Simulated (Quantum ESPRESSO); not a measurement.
B4P2SC, convergence and cost over cutoff and k mesh

Simulated, not a measurement. The program is pw.x of Quantum ESPRESSO 7.5 (plane-wave density functional theory). The cell is made up: 8 atoms on a zincblende/diamond lattice, with randomly drawn elements, strain and displacements, not relaxed. PseudoDojo standard norm-conserving files (v0.5 for PBE, v0.4.1 for LDA and PBEsol) set the functional; there is no spin polarisation, spin-orbit coupling or dispersion term, and the masses in the input are unused placeholders.

Input of the run in row 2:

```
&control calculation='scf', pseudo_dir='./dojo.nc.sr.pbe.v0_5.standard.upf', outdir='./o', disk_io='medium', tprnfor=.true., tstress=.true. /
&system ibrav=0, nat=8, ntyp=4, nbnd=22, ecutwfc=82.02448710, nosym=.true., tot_charge=0,
 occupations='smearing', smearing='fd', degauss=0.0018374661
/
&electrons conv_thr=7.350e-09, electron_maxstep=60, /
ATOMIC_SPECIES
B 1.0 B.upf
C 1.0 C.upf
P 1.0 P.upf
S 1.0 S.upf
CELL_PARAMETERS angstrom
4.5683 0.0 0.0
0.0 4.5683 0.0
0.0 0.0 4.5683
ATOMIC_POSITIONS angstrom
B -0.0382 0.0018 -0.0149
B 0.0361 2.2584 2.3372
B 2.2746 0.0645 2.3221
B 2.2874 2.2948 -0.0162
P 1.0959 1.2172 1.1148
S 1.1065 3.4424 3.4135
C 3.4298 1.1578 3.4552
P 3.47 3.4468 1.1213
K_POINTS automatic
4 4 4 1 1 1
```

The same cell was run at these settings. Meshes are shifted by half a step, and differences are from the last row, which is itself not exact.

```
cutoff (eV)     k mesh  k points solved  threshold (eV)  free energy less the last row's (eV)  pressure (GPa)  largest stress difference (GPa)  largest force difference (eV/Å)  iterations  wall time (s)  k-point pools              processor
        781  2 x 2 x 2                4           1e-04                                 0.568          -19.07                             0.73                            0.039           8             14              1  AMD EPYC, Zen 5 class
       1116  4 x 4 x 4               32           1e-07                                 0.003          -18.41                             0.03                            0.002          10             95              1  AMD EPYC, Zen 5 class
       1347  6 x 6 x 6              108           1e-07                                 0.000          -18.38                             0.00                            0.000          10            348              1  AMD EPYC, Zen 5 class
```

Each pool is one process. Wall times include start-up and a band step at six k points, which weighs most on the coarsest meshes. The runs were on shared virtual cores whose load varied, so times are rough.